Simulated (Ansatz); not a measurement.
Pb2Au:
Space group I4/mcm (No. 140); a = b = 7.399 Å, c = 5.748 Å, α = β = γ = 90.00°

| atom | site | symmetry | x | y | z |
|---|---|---|---|---|---|
| Pb | 8h | m.2m | 0.3396 | 0.1604 | 0.0000 |
| Au | 4a | 422 | 0.0000 | 0.0000 | 0.2500 |
(The calculation used a cell of 6 atoms; values per cell refer to that cell.)

Relaxed at zero pressure with r²SCAN in the plane-wave PAW code Ansatz.

Question: The volume is lowered by 6 % and shape and atoms relax at that volume. What pressure results, and how do the axes share the change?

Answer: 4.6 GPa; a -2.2 %, b -2.2 %, c -1.7 %; the energy rises by 21 meV/atom.

Question: Give the new structure.

Answer: 
Space group I4/mcm (No. 140); a = 7.2338 Å, b = 7.2338 Å, c = 5.6519 Å, α = 90.00°, β = 90.00°, γ = 90.00°

```csv
atom,site,symmetry,x,y,z
Pb,8h,m.2m,0.3411,0.1589,0.0000
Au,4a,422,0.0000,0.0000,0.2500
```

The phase is kept; no other phase was compared at this pressure.

The first step of the workflow began from a Materials Project structure, measured or hypothetical; the Crystallography Open Database files this formula in space group No. 140, but the cells were not matched. Whether it is the stable phase at ambient conditions was not checked. The r²SCAN relaxation kept the symmetry of its start; whether a distortion lowers the energy is not shown. Axis ratios of metals converge slowly with the k-mesh, so a and c are less sure than the volume. Spin–orbit coupling is left out wherever it is not named.

Potentials: the later of the program's two PAW sets.
